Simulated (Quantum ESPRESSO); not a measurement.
# Computed records: MgAlZnS3Cl (made-up cell, one site empty), Al2InGaP4 (made-up cell)

All values are calculated (Quantum ESPRESSO 7.5). Calculation on a made-up crystal cell, not a measurement, run twice, once with a planted mistake found by running each candidate: periodic Kohn-Sham density functional theory in plane waves with PseudoDojo standard norm-conserving scalar-relativistic pseudopotentials, each functional with its own files (v0.5 for PBE, v0.4.1 for LDA and PBEsol), no spin polarisation, no spin-orbit coupling, atoms not relaxed, stress positive in tension, energies less a fixed whole-eV offset for each atom's element; levels are Kohn-Sham levels at fractions of this cell's reciprocal vectors, counted from the reference band (half the neutral cell's valence electrons, rounded up) at Gamma; error bars cover cutoff and k-mesh only, not smearing or the files; each bar is the largest change over components, and at least 0.002 eV, 0.002 eV per angstrom or 0.02 GPa; a charged cell sits in a uniform background, with energy and stress on this program's zero of potential; energies are for the whole cell, and the offsets were chosen from early runs and are not element reference energies; a distance is the largest change of any value in units of its error bar (the energy's for the smearing term), a scale change is of lengths, and a coarse mesh keeps the half-step shift.

Common to all entries: lattice type zincblende/diamond; intended functional pbe; intended fermi dirac smearing 0.025 eV; intended scf tolerance 1e-07 eV; intended electrons removed 0; healthy scf iterations 10; healthy smearing term minus ts 0 eV; faulty smearing term minus ts 0 eV; candidate k points along each vector 2; candidate functional lda; candidate scf tolerance 0.9 eV; candidate electrons removed 1; intended k mesh 4 x 4 x 4, shifted by half a step; structure shown as intended, without the mistake.

```yaml
- entry: 1
  formula: MgAlZnS3Cl
  kind: "made-up cell, one site empty"
  intended_structure:
    cell_angstrom: [[5.4806, 0.0, 0.0], [0.0, 5.4806, 0.0], [0.0, 0.0, 5.4806]]
    atoms_fractional:
      - [Al, -0.00047, -0.01496, 0.0004]
      - [Zn, -0.01839, 0.50755, 0.50142]
      - [Mg, 0.50297, 0.50651, -0.00597]
      - [S, 0.25754, 0.26326, 0.24972]
      - [S, 0.24547, 0.74747, 0.73538]
      - [Cl, 0.75793, 0.25523, 0.75426]
      - [S, 0.74012, 0.75267, 0.24247]
  given:
    empty_site: 3
    "intended_cutoff [eV]": 1143
    "healthy_free_energy_less_offsets [eV]": 4.006
    "healthy_pressure [GPa]": -1.06
    "healthy_stress_xx [GPa]": 0.83
    "healthy_stress_yy [GPa]": 1.34
    "healthy_stress_zz [GPa]": 1.02
    "healthy_stress_yz [GPa]": 1.81
    "healthy_stress_xz [GPa]": 0.2
    "healthy_stress_xy [GPa]": 0.12
    healthy_reference_band: 29
    "faulty_free_energy_less_offsets [eV]": 4.937
    faulty_scf_iterations: 10
    "faulty_pressure [GPa]": -4.77
    "faulty_stress_xx [GPa]": 4.52
    "faulty_stress_yy [GPa]": 5.01
    "faulty_stress_zz [GPa]": 4.8
    "faulty_stress_yz [GPa]": 1.66
    "faulty_stress_xz [GPa]": 0.15
    "faulty_stress_xy [GPa]": 0.17
    faulty_reference_band: 29
    "candidate_cutoff [eV]": 692
    "candidate_smearing [eV]": 0.6
    "candidate_scale_change [percent]": 1.57
    candidate_first_exchanged_site: 1
    candidate_second_exchanged_site: 8
    atom_site: [1, 2, 4, 5, 6, 7, 8]
    "atom_energy_offset [eV]": [-64, -5687, -1617, -302, -302, -449, -302]
    healthy_force_site: [1, 2, 4, 5, 6, 7, 8]
    "healthy_force_x [eV/angstrom]": [1.398, 1.209, -0.852, -1.591, -0.967, 0.036, 0.768]
    "healthy_force_y [eV/angstrom]": [-0.312, 0.565, 0.164, -1.328, 1.0, -1.156, 1.069]
    "healthy_force_z [eV/angstrom]": [0.901, -1.13, 0.077, -0.214, 0.223, 0.007, 0.136]
    healthy_level_k_point: [Gamma, "(1/2,1/2,1/2)", "(0.15,0,0)", "(0,0.15,0)", "(0,0,0.15)"]
    "healthy_next_band_up [eV]": [1.711, 2.186, 2.036, 2.076, 2.066]
    faulty_force_site: [1, 2, 4, 5, 6, 7, 8]
    "faulty_force_x [eV/angstrom]": [1.342, 1.193, -0.811, -1.672, -1.121, 0.188, 0.881]
    "faulty_force_y [eV/angstrom]": [-0.316, 0.559, 0.154, -1.155, 0.812, -0.931, 0.877]
    "faulty_force_z [eV/angstrom]": [0.867, -1.059, 0.081, -0.176, 0.171, -0.048, 0.164]
    faulty_level_k_point: [Gamma, "(1/2,1/2,1/2)", "(0.15,0,0)", "(0,0.15,0)", "(0,0,0.15)"]
    "faulty_next_band_up [eV]": [1.48, 1.982, 1.83, 1.867, 1.857]
    candidate_mistake: ["coarse kmesh", "low cutoff", "wide smearing", "wrong functional", "loose scf", "wrong charge", "cell scaled", "atoms exchanged"]
  results:
    fault_kind: "wrong functional"
    other_mistakes_compared: 7
    "distance_from_healthy [error bars]": 465.9
    "distance_from_nearest_other_mistake [error bars]": 412.1
    "healthy_error_bar_energy [eV]": 0.002
    "healthy_error_bar_stress [GPa]": 0.02
    "healthy_error_bar_force [eV/angstrom]": 0.002
    "healthy_error_bar_next_band_up [eV]": 0.002
- entry: 2
  formula: MgAlZnS3Cl
  kind: "made-up cell, one site empty"
  intended_structure:
    cell_angstrom: [[5.4806, 0.0, 0.0], [0.0, 5.4806, 0.0], [0.0, 0.0, 5.4806]]
    atoms_fractional:
      - [Al, -0.00047, -0.01496, 0.0004]
      - [Zn, -0.01839, 0.50755, 0.50142]
      - [Mg, 0.50297, 0.50651, -0.00597]
      - [S, 0.25754, 0.26326, 0.24972]
      - [S, 0.24547, 0.74747, 0.73538]
      - [Cl, 0.75793, 0.25523, 0.75426]
      - [S, 0.74012, 0.75267, 0.24247]
  given:
    empty_site: 3
    "intended_cutoff [eV]": 1143
    "healthy_free_energy_less_offsets [eV]": 4.006
    "healthy_pressure [GPa]": -1.06
    "healthy_stress_xx [GPa]": 0.83
    "healthy_stress_yy [GPa]": 1.34
    "healthy_stress_zz [GPa]": 1.02
    "healthy_stress_yz [GPa]": 1.81
    "healthy_stress_xz [GPa]": 0.2
    "healthy_stress_xy [GPa]": 0.12
    healthy_reference_band: 29
    "faulty_free_energy_less_offsets [eV]": 4.113
    faulty_scf_iterations: 10
    "faulty_pressure [GPa]": -3.23
    "faulty_stress_xx [GPa]": 3.03
    "faulty_stress_yy [GPa]": 3.47
    "faulty_stress_zz [GPa]": 3.18
    "faulty_stress_yz [GPa]": 1.68
    "faulty_stress_xz [GPa]": 0.14
    "faulty_stress_xy [GPa]": 0.28
    faulty_reference_band: 29
    "candidate_cutoff [eV]": 692
    "candidate_smearing [eV]": 0.6
    "candidate_scale_change [percent]": 1.57
    candidate_first_exchanged_site: 1
    candidate_second_exchanged_site: 8
    atom_site: [1, 2, 4, 5, 6, 7, 8]
    "atom_energy_offset [eV]": [-64, -5687, -1617, -302, -302, -449, -302]
    healthy_force_site: [1, 2, 4, 5, 6, 7, 8]
    "healthy_force_x [eV/angstrom]": [1.398, 1.209, -0.852, -1.591, -0.967, 0.036, 0.768]
    "healthy_force_y [eV/angstrom]": [-0.312, 0.565, 0.164, -1.328, 1.0, -1.156, 1.069]
    "healthy_force_z [eV/angstrom]": [0.901, -1.13, 0.077, -0.214, 0.223, 0.007, 0.136]
    healthy_level_k_point: [Gamma, "(1/2,1/2,1/2)", "(0.15,0,0)", "(0,0.15,0)", "(0,0,0.15)"]
    "healthy_next_band_up [eV]": [1.711, 2.186, 2.036, 2.076, 2.066]
    faulty_force_site: [1, 2, 4, 5, 6, 7, 8]
    "faulty_force_x [eV/angstrom]": [1.335, 1.193, -0.826, -1.591, -1.08, 0.115, 0.854]
    "faulty_force_y [eV/angstrom]": [-0.39, 0.586, 0.183, -1.161, 0.848, -0.974, 0.908]
    "faulty_force_z [eV/angstrom]": [0.888, -1.07, 0.143, -0.343, 0.341, 0.09, -0.048]
    faulty_level_k_point: [Gamma, "(1/2,1/2,1/2)", "(0.15,0,0)", "(0,0.15,0)", "(0,0,0.15)"]
    "faulty_next_band_up [eV]": [1.541, 2.024, 1.864, 1.903, 1.891]
    candidate_mistake: ["coarse kmesh", "low cutoff", "wide smearing", "wrong functional", "loose scf", "wrong charge", "cell scaled", "atoms exchanged"]
  results:
    fault_kind: "cell scaled"
    other_mistakes_compared: 7
    "distance_from_healthy [error bars]": 110.0
    "distance_from_nearest_other_mistake [error bars]": 118.0
    "healthy_error_bar_energy [eV]": 0.002
    "healthy_error_bar_stress [GPa]": 0.02
    "healthy_error_bar_force [eV/angstrom]": 0.002
    "healthy_error_bar_next_band_up [eV]": 0.002
- entry: 3
  formula: Al2InGaP4
  kind: "made-up cell"
  intended_structure:
    cell_angstrom:
      - [5.6697, 0.0495, -0.0706]
      - [0.0495, 5.7402, 0.0256]
      - [-0.0706, 0.0256, 5.6844]
    atoms_fractional:
      - [In, 0.01794, -0.01755, -0.02943]
      - [Ga, -0.01462, 0.48587, 0.52365]
      - [Al, 0.49291, 0.0007, 0.48701]
      - [Al, 0.50464, 0.49839, -0.00943]
      - [P, 0.22668, 0.23564, 0.23647]
      - [P, 0.25213, 0.76015, 0.76135]
      - [P, 0.7318, 0.2693, 0.75494]
      - [P, 0.78389, 0.76468, 0.2606]
  given:
    "intended_cutoff [eV]": 1088
    "healthy_free_energy_less_offsets [eV]": 0.977
    "healthy_pressure [GPa]": -0.17
    "healthy_stress_xx [GPa]": 0.06
    "healthy_stress_yy [GPa]": 0.53
    "healthy_stress_zz [GPa]": -0.07
    "healthy_stress_yz [GPa]": -2.21
    "healthy_stress_xz [GPa]": 1.84
    "healthy_stress_xy [GPa]": 3.3
    "faulty_free_energy_less_offsets [eV]": 1.358
    faulty_scf_iterations: 11
    "faulty_pressure [GPa]": 0.08
    "faulty_stress_xx [GPa]": -0.2
    "faulty_stress_yy [GPa]": 0.27
    "faulty_stress_zz [GPa]": -0.31
    "faulty_stress_yz [GPa]": -2.24
    "faulty_stress_xz [GPa]": 1.87
    "faulty_stress_xy [GPa]": 3.21
    "candidate_cutoff [eV]": 730
    "candidate_smearing [eV]": 0.49
    "candidate_scale_change [percent]": 1.73
    candidate_first_exchanged_site: 3
    candidate_second_exchanged_site: 5
    atom_site: [1, 2, 3, 4, 5, 6, 7, 8]
    "atom_energy_offset [eV]": [-1808, -2080, -64, -64, -189, -189, -189, -189]
    healthy_force_site: [1, 2, 3, 4, 5, 6, 7, 8]
    "healthy_force_x [eV/angstrom]": [-2.858, 0.716, 0.258, -0.463, 1.654, 2.923, -0.204, -2.026]
    "healthy_force_y [eV/angstrom]": [2.065, 0.595, 0.096, 0.734, 1.823, -3.067, -1.079, -1.167]
    "healthy_force_z [eV/angstrom]": [1.678, -0.905, -0.03, 1.693, 1.378, -3.32, -0.949, 0.454]
    faulty_force_site: [1, 2, 3, 4, 5, 6, 7, 8]
    "faulty_force_x [eV/angstrom]": [-2.849, 0.695, 0.258, -0.467, 1.689, 2.938, -0.219, -2.045]
    "faulty_force_y [eV/angstrom]": [2.081, 0.619, 0.109, 0.737, 1.798, -3.085, -1.067, -1.192]
    "faulty_force_z [eV/angstrom]": [1.725, -0.928, -0.035, 1.673, 1.379, -3.318, -0.962, 0.466]
    candidate_mistake: ["coarse kmesh", "low cutoff", "wide smearing", "wrong functional", "loose scf", "wrong charge", "cell scaled", "atoms exchanged"]
  results:
    fault_kind: "coarse kmesh"
    other_mistakes_compared: 7
    "distance_from_healthy [error bars]": 59.79
    "distance_from_nearest_other_mistake [error bars]": 170.1
    "healthy_error_bar_energy [eV]": 0.006375
    "healthy_error_bar_stress [GPa]": 0.02
    "healthy_error_bar_force [eV/angstrom]": 0.002
- entry: 4
  formula: Al2InGaP4
  kind: "made-up cell"
  intended_structure:
    cell_angstrom:
      - [5.6697, 0.0495, -0.0706]
      - [0.0495, 5.7402, 0.0256]
      - [-0.0706, 0.0256, 5.6844]
    atoms_fractional:
      - [In, 0.01794, -0.01755, -0.02943]
      - [Ga, -0.01462, 0.48587, 0.52365]
      - [Al, 0.49291, 0.0007, 0.48701]
      - [Al, 0.50464, 0.49839, -0.00943]
      - [P, 0.22668, 0.23564, 0.23647]
      - [P, 0.25213, 0.76015, 0.76135]
      - [P, 0.7318, 0.2693, 0.75494]
      - [P, 0.78389, 0.76468, 0.2606]
  given:
    "intended_cutoff [eV]": 1088
    "healthy_free_energy_less_offsets [eV]": 0.977
    "healthy_pressure [GPa]": -0.17
    "healthy_stress_xx [GPa]": 0.06
    "healthy_stress_yy [GPa]": 0.53
    "healthy_stress_zz [GPa]": -0.07
    "healthy_stress_yz [GPa]": -2.21
    "healthy_stress_xz [GPa]": 1.84
    "healthy_stress_xy [GPa]": 3.3
    "faulty_free_energy_less_offsets [eV]": 4.02
    faulty_scf_iterations: 10
    "faulty_pressure [GPa]": -21.47
    "faulty_stress_xx [GPa]": 21.34
    "faulty_stress_yy [GPa]": 21.87
    "faulty_stress_zz [GPa]": 21.22
    "faulty_stress_yz [GPa]": -2.22
    "faulty_stress_xz [GPa]": 1.85
    "faulty_stress_xy [GPa]": 3.29
    "candidate_cutoff [eV]": 730
    "candidate_smearing [eV]": 0.49
    "candidate_scale_change [percent]": 1.73
    candidate_first_exchanged_site: 3
    candidate_second_exchanged_site: 5
    atom_site: [1, 2, 3, 4, 5, 6, 7, 8]
    "atom_energy_offset [eV]": [-1808, -2080, -64, -64, -189, -189, -189, -189]
    healthy_force_site: [1, 2, 3, 4, 5, 6, 7, 8]
    "healthy_force_x [eV/angstrom]": [-2.858, 0.716, 0.258, -0.463, 1.654, 2.923, -0.204, -2.026]
    "healthy_force_y [eV/angstrom]": [2.065, 0.595, 0.096, 0.734, 1.823, -3.067, -1.079, -1.167]
    "healthy_force_z [eV/angstrom]": [1.678, -0.905, -0.03, 1.693, 1.378, -3.32, -0.949, 0.454]
    faulty_force_site: [1, 2, 3, 4, 5, 6, 7, 8]
    "faulty_force_x [eV/angstrom]": [-2.857, 0.707, 0.258, -0.463, 1.656, 2.925, -0.201, -2.025]
    "faulty_force_y [eV/angstrom]": [2.065, 0.595, 0.096, 0.735, 1.822, -3.067, -1.077, -1.169]
    "faulty_force_z [eV/angstrom]": [1.676, -0.901, -0.029, 1.693, 1.378, -3.32, -0.953, 0.456]
    candidate_mistake: ["coarse kmesh", "low cutoff", "wide smearing", "wrong functional", "loose scf", "wrong charge", "cell scaled", "atoms exchanged"]
  results:
    fault_kind: "low cutoff"
    other_mistakes_compared: 7
    "distance_from_healthy [error bars]": 1067.0
    "distance_from_nearest_other_mistake [error bars]": 870.2
    "healthy_error_bar_energy [eV]": 0.006375
    "healthy_error_bar_stress [GPa]": 0.02
    "healthy_error_bar_force [eV/angstrom]": 0.002
```
